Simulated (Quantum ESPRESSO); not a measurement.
# Ga2AlInP4: input and log of a self-consistent run

A calculation, not a measurement. The program is pw.x of Quantum ESPRESSO 7.5 (plane-wave density functional theory). The cell is made up: 8 atoms on a zincblende/diamond lattice, with randomly drawn elements, strain and displacements, not relaxed. PseudoDojo standard norm-conserving files (v0.5 for PBE, v0.4.1 for LDA and PBEsol) set the functional; there is no spin polarisation, spin-orbit coupling or dispersion term, and the masses in the input are unused placeholders.

Input:

```
&control calculation='scf', pseudo_dir='./dojo.nc.sr.pbe.v0_5.standard.upf', outdir='./o', disk_io='medium', tprnfor=.true., tstress=.true. /
&system ibrav=0, nat=8, ntyp=4, nbnd=37, ecutwfc=79.96652505, nosym=.true., tot_charge=0,
 occupations='smearing', smearing='fd', degauss=0.0018374661
/
&electrons conv_thr=7.350e-09, electron_maxstep=60, /
ATOMIC_SPECIES
Al 1.0 Al.upf
Ga 1.0 Ga.upf
In 1.0 In.upf
P 1.0 P.upf
CELL_PARAMETERS angstrom
5.53 0.0 0.0
0.0 5.53 0.0
0.0 0.0 5.53
ATOMIC_POSITIONS angstrom
Ga 0.0401 -0.0009 0.0841
Al -0.0326 2.7524 2.8588
Ga 2.692 -0.0158 2.8094
In 2.6085 2.7477 0.0592
P 1.327 1.3866 1.3854
P 1.4025 4.041 4.1412
P 4.094 1.4527 4.1097
P 4.1553 4.1967 1.4755
K_POINTS automatic
4 4 4 1 1 1
```

The log is shortened where brackets say so; the opening notice, blank lines, dates and the lines on written files are dropped, and the path of the files is cut. It prints rydbergs, bohrs and kilobars, and counts compression as positive stress.

```
     Program PWSCF v.7.5
     Parallel version (MPI & OpenMP), running on       1 processor cores
     Number of MPI processes:                 1
     Threads/MPI process:                     1
     [start-up lines left out]
     bravais-lattice index     =            0
     lattice parameter (alat)  =      10.4502  a.u.
     unit-cell volume          =    1141.2269 (a.u.)^3
     number of atoms/cell      =            8
     number of atomic types    =            4
     number of electrons       =        62.00
     number of Kohn-Sham states=           37
     kinetic-energy cutoff     =      79.9665  Ry
     charge density cutoff     =     319.8661  Ry
     scf convergence threshold =      7.3E-09
     mixing beta               =       0.7000
     number of iterations used =            8  plain     mixing
     Exchange-correlation= PBE
                           (   1   4   3   4   0   0   0)
     [axes and pseudopotential details left out]
   Cartesian axes
     site n.     atom                  positions (alat units)
         1        Ga     tau(   1) = (   0.0072514  -0.0001627   0.0152080  )
         2        Al     tau(   2) = (  -0.0058951   0.4977215   0.5169620  )
         3        Ga     tau(   3) = (   0.4867993  -0.0028571   0.5080289  )
         4        In     tau(   4) = (   0.4716998   0.4968716   0.0107052  )
         5        P      tau(   5) = (   0.2399638   0.2507414   0.2505244  )
         6        P      tau(   6) = (   0.2536166   0.7307414   0.7488608  )
         7        P      tau(   7) = (   0.7403255   0.2626944   0.7431646  )
         8        P      tau(   8) = (   0.7514105   0.7588969   0.2668174  )
     number of k points=    32  Fermi-Dirac smearing, width (Ry)=  0.0018
                       cart. coord. in units 2pi/alat
        k(    1) = (   0.1250000   0.1250000   0.1250000), wk =   0.0625000
        k(    2) = (   0.1250000   0.1250000   0.3750000), wk =   0.0625000
     [further k points left out]
     Dense  grid:   110195 G-vectors     FFT dimensions: (  60,  60,  60)
     Estimated max dynamical RAM per process >     146.00 MB
     Initial potential from superposition of free atoms
     starting charge      61.9877, renormalised to      62.0000
     Starting wfcs are   47 randomized atomic wfcs
     total cpu time spent up to now is        9.9 secs
     per-process dynamical memory:    83.7 Mb
     Self-consistent Calculation
     iteration #  1     ecut=    79.97 Ry     beta= 0.70
     Davidson diagonalization with overlap
     ethr =  1.00E-02,  avg # of iterations =  4.1
     Threshold (ethr) on eigenvalues was too large:
     Diagonalizing with lowered threshold
     Davidson diagonalization with overlap
     ethr =  5.78E-04,  avg # of iterations =  2.0
     total cpu time spent up to now is       52.2 secs
     total energy              =    -498.89243180 Ry
     estimated scf accuracy    <       0.36918380 Ry
     iteration #  2     ecut=    79.97 Ry     beta= 0.70
     Davidson diagonalization with overlap
     ethr =  5.95E-04,  avg # of iterations =  2.2
     total cpu time spent up to now is       74.5 secs
     total energy              =    -498.97878281 Ry
     estimated scf accuracy    <       0.09418587 Ry
     iteration #  3     ecut=    79.97 Ry     beta= 0.70
     Davidson diagonalization with overlap
     ethr =  1.52E-04,  avg # of iterations =  3.4
     total cpu time spent up to now is       91.1 secs
     total energy              =    -498.99741313 Ry
     estimated scf accuracy    <       0.00733436 Ry
     iteration #  4     ecut=    79.97 Ry     beta= 0.70
     Davidson diagonalization with overlap
     ethr =  1.18E-05,  avg # of iterations =  8.6
     total cpu time spent up to now is      113.4 secs
     total energy              =    -498.99936717 Ry
     estimated scf accuracy    <       0.00184984 Ry
     iteration #  5     ecut=    79.97 Ry     beta= 0.70
     Davidson diagonalization with overlap
     ethr =  2.98E-06,  avg # of iterations =  3.5
     total cpu time spent up to now is      132.7 secs
     total energy              =    -498.99967613 Ry
     estimated scf accuracy    <       0.00007545 Ry
     iteration #  6     ecut=    79.97 Ry     beta= 0.70
     Davidson diagonalization with overlap
     ethr =  1.22E-07,  avg # of iterations =  3.9
     total cpu time spent up to now is      154.4 secs
     total energy              =    -498.99970024 Ry
     estimated scf accuracy    <       0.00001557 Ry
     iteration #  7     ecut=    79.97 Ry     beta= 0.70
     Davidson diagonalization with overlap
     ethr =  2.51E-08,  avg # of iterations =  2.0
     total cpu time spent up to now is      171.5 secs
     total energy              =    -498.99970343 Ry
     estimated scf accuracy    <       0.00000132 Ry
     iteration #  8     ecut=    79.97 Ry     beta= 0.70
     Davidson diagonalization with overlap
     ethr =  2.13E-09,  avg # of iterations =  3.8
     total cpu time spent up to now is      191.7 secs
     total energy              =    -498.99970389 Ry
     estimated scf accuracy    <       0.00000008 Ry
     iteration #  9     ecut=    79.97 Ry     beta= 0.70
     Davidson diagonalization with overlap
     ethr =  1.36E-10,  avg # of iterations =  4.0
     total cpu time spent up to now is      216.6 secs
     total energy              =    -498.99970392 Ry
     estimated scf accuracy    <       0.00000003 Ry
     iteration # 10     ecut=    79.97 Ry     beta= 0.70
     Davidson diagonalization with overlap
     ethr =  4.72E-11,  avg # of iterations =  2.0
     total cpu time spent up to now is      238.2 secs
     End of self-consistent calculation
     [lines on levels left out]
!    total energy              =    -498.99970393 Ry
     estimated scf accuracy    <          2.6E-09 Ry
     smearing contrib. (-TS)   =      -0.00000000 Ry
     internal energy E=F+TS    =    -498.99970393 Ry
     The total energy is F=E-TS. E is the sum of the following terms:
     one-electron contribution =    -226.65129808 Ry
     hartree contribution      =     156.52305557 Ry
     xc contribution           =    -142.65755703 Ry
     ewald contribution        =    -286.21390439 Ry
     convergence has been achieved in  10 iterations
     Forces acting on atoms (cartesian axes, Ry/au):
     atom    1 type  2   force =    -0.03383427   -0.01105141   -0.04058658
     atom    2 type  1   force =    -0.00620675    0.00652676   -0.03847190
     atom    3 type  2   force =     0.01796122    0.01115952   -0.00620898
     atom    4 type  3   force =     0.11081211    0.01286508    0.02025772
     atom    5 type  4   force =    -0.05044601   -0.05606908    0.09161845
     atom    6 type  4   force =    -0.07252510    0.10021170   -0.04484101
     atom    7 type  4   force =     0.02270682   -0.06370390    0.01520805
     atom    8 type  4   force =     0.01153199    0.00006132    0.00302424
     Total force =     0.232721     Total SCF correction =     0.000123
     Computing stress (Cartesian axis) and pressure
          total   stress  (Ry/bohr**3)                   (kbar)     P=       58.19
   0.00037826   0.00010532  -0.00002284           55.64       15.49       -3.36
   0.00010532   0.00038515  -0.00019629           15.49       56.66      -28.88
  -0.00002284  -0.00019629   0.00042337           -3.36      -28.88       62.28
     init_run     :      9.18s CPU      9.72s WALL (       1 calls)
     electrons    :    220.65s CPU    228.31s WALL (       1 calls)
     forces       :      4.77s CPU      4.83s WALL (       1 calls)
     stress       :     14.83s CPU     14.90s WALL (       1 calls)
     [timing details left out]
     PWSCF        :   4m 9.64s CPU   4m18.10s WALL
     JOB DONE.
```

In other units: free energy -6789.237 eV for the cell, pressure 5.82 GPa, largest force component 2.849 eV/Å. A rerun of a related cell, with the same atoms placed differently, at 1377 eV and a 6 x 6 x 6 mesh moved values by no more than 0.008 eV in energy, 0.02 GPa in stress and 0.002 eV/Å in force.